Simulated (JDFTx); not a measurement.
An input for a modified build of JDFTx (Ti(0001), CANDLE, water, 1 M KF; bohr, hartree) and the course of its log:

```
lattice \
  5.5477258648 2.7738629324 0.0000000000 \
  0.0000000000 4.8044715411 0.0000000000 \
  0.0000000000 0.0000000000 43.4637008664
coords-type Lattice
ion Ti 0.6666666668 0.6666666668 -0.1513323910 0
ion Ti 0.0000000002 0.0000000002 -0.0504441300 0
ion Ti 0.6666666668 0.6666666668 0.0504441300 0
ion Ti 0.0000000002 0.0000000002 0.1513323910 0
ion-species pseudo/ti_pbe_v1.4.upf
elec-cutoff 20 100
elec-ex-corr gga-PBE
coulomb-interaction Slab 001
coulomb-truncation-embed 0 0 0
kpoint-folding 8 8 1
elec-smearing Fermi 0.01
elec-n-bands 34
target-mu -0.163167
electronic-scf nIterations 100 energyDiffThreshold 1e-07
fluid LinearPCM
pcm-variant CANDLE
fluid-solvent H2O
fluid-cation K+ 1
fluid-anion F- 1
fluid-minimize nIterations 400 knormThreshold 1e-11
wavefunction read f0.wfns
elec-initial-eigenvals f0.eigenvals
elec-initial-fillings read f0.fillings
fluid-initial-state f0.fluidState
dump-name f0_u0.$VAR
dump End State Ecomponents EigStats BandEigs Forces ElecDensity IonicPositions Fillings Kpoints Dtot FluidDebug BoundCharge FluidDensity
```

```
[one cycle in 5 is shown, and the last three; fluid-solver lines are left out]
	FillingsUpdate:  mu: -0.163167000  nElectrons: 44.590189
SCF: Cycle:  0   G: -219.795054572072161   dG: +5.598e+00   |Residual|: 2.280e-01   |deigs|: 6.878e-06
	FillingsUpdate:  mu: -0.163167000  nElectrons: 47.674896
SCF: Cycle:  5   G: -225.359445910228288   dG: -9.474e-02   |Residual|: 2.364e-02   |deigs|: 2.998e-03
	FillingsUpdate:  mu: -0.163167000  nElectrons: 47.615414
SCF: Cycle: 10   G: -225.346225584566525   dG: +6.932e-03   |Residual|: 1.975e-02   |deigs|: 1.028e-04
	FillingsUpdate:  mu: -0.163167000  nElectrons: 47.482361
SCF: Cycle: 15   G: -225.317667913973821   dG: +2.902e-02   |Residual|: 2.531e-02   |deigs|: 4.093e-04
	FillingsUpdate:  mu: -0.163167000  nElectrons: 47.781178
SCF: Cycle: 20   G: -225.393886543113155   dG: +1.004e-04   |Residual|: 3.688e-03   |deigs|: 4.197e-04
	FillingsUpdate:  mu: -0.163167000  nElectrons: 47.505171
SCF: Cycle: 25   G: -225.355249139628853   dG: -8.617e-03   |Residual|: 2.082e-02   |deigs|: 2.119e-04
	FillingsUpdate:  mu: -0.163167000  nElectrons: 47.310518
SCF: Cycle: 30   G: -225.315221241129791   dG: +4.048e-02   |Residual|: 2.994e-02   |deigs|: 6.438e-04
	FillingsUpdate:  mu: -0.163167000  nElectrons: 47.469953
SCF: Cycle: 35   G: -225.364855568674670   dG: -3.379e-02   |Residual|: 1.827e-02   |deigs|: 5.946e-04
	FillingsUpdate:  mu: -0.163167000  nElectrons: 47.825885
SCF: Cycle: 40   G: -225.384981560386876   dG: -5.772e-02   |Residual|: 1.106e-02   |deigs|: 2.732e-03
	FillingsUpdate:  mu: -0.163167000  nElectrons: 47.589579
SCF: Cycle: 45   G: -225.393852332255165   dG: +1.448e-03   |Residual|: 4.126e-03   |deigs|: 2.449e-04
	FillingsUpdate:  mu: -0.163167000  nElectrons: 47.626666
SCF: Cycle: 50   G: -225.395139534886368   dG: +1.339e-04   |Residual|: 1.395e-03   |deigs|: 4.574e-05
	FillingsUpdate:  mu: -0.163167000  nElectrons: 47.647350
SCF: Cycle: 55   G: -225.395337387685231   dG: -7.456e-05   |Residual|: 2.245e-04   |deigs|: 6.236e-05
	FillingsUpdate:  mu: -0.163167000  nElectrons: 47.643327
SCF: Cycle: 60   G: -225.395338336351927   dG: +1.746e-07   |Residual|: 1.446e-04   |deigs|: 7.588e-06
	FillingsUpdate:  mu: -0.163167000  nElectrons: 47.646520
SCF: Cycle: 65   G: -225.395321759944920   dG: +1.841e-06   |Residual|: 4.445e-04   |deigs|: 5.480e-06
	FillingsUpdate:  mu: -0.163167000  nElectrons: 47.641003
SCF: Cycle: 70   G: -225.395338428193980   dG: -6.285e-06   |Residual|: 4.828e-05   |deigs|: 2.299e-05
	FillingsUpdate:  mu: -0.163167000  nElectrons: 47.641123
SCF: Cycle: 75   G: -225.395337745662232   dG: +7.848e-07   |Residual|: 1.068e-04   |deigs|: 9.047e-06
	FillingsUpdate:  mu: -0.163167000  nElectrons: 47.644200
SCF: Cycle: 80   G: -225.395337602028093   dG: -1.406e-07   |Residual|: 1.238e-04   |deigs|: 1.983e-06
	FillingsUpdate:  mu: -0.163167000  nElectrons: 47.643922
SCF: Cycle: 85   G: -225.395338104776556   dG: -3.874e-06   |Residual|: 9.579e-05   |deigs|: 1.065e-05
	FillingsUpdate:  mu: -0.163167000  nElectrons: 47.644821
SCF: Cycle: 90   G: -225.395337428512590   dG: -1.262e-06   |Residual|: 1.685e-04   |deigs|: 7.626e-06
	FillingsUpdate:  mu: -0.163167000  nElectrons: 47.642872
SCF: Cycle: 95   G: -225.395338555628769   dG: -4.279e-07   |Residual|: 7.806e-05   |deigs|: 2.916e-06
	FillingsUpdate:  mu: -0.163167000  nElectrons: 47.640293
SCF: Cycle: 97   G: -225.395332867457853   dG: +5.775e-06   |Residual|: 2.399e-04   |deigs|: 1.868e-05
	FillingsUpdate:  mu: -0.163167000  nElectrons: 47.641281
SCF: Cycle: 98   G: -225.395335674545038   dG: -2.807e-06   |Residual|: 1.865e-04   |deigs|: 5.283e-06
	FillingsUpdate:  mu: -0.163167000  nElectrons: 47.642408
SCF: Cycle: 99   G: -225.395338320159908   dG: -2.646e-06   |Residual|: 7.352e-05   |deigs|: 9.032e-06
SCF: None of the convergence criteria satisfied after 100 iterations.
IonicMinimize: Iter:   0  G: -225.395338320159908  |grad|_K:  0.000e+00
IonicMinimize: Converged (|grad|_K<1.000000e-04).
```

This run gave no converged result. The loop ran out of cycles short of its threshold. It has stalled and not diverged: the last ten energies span 6e-06 Ha, so the total is near its end, but levels, forces and the electron count aren't shown converged.
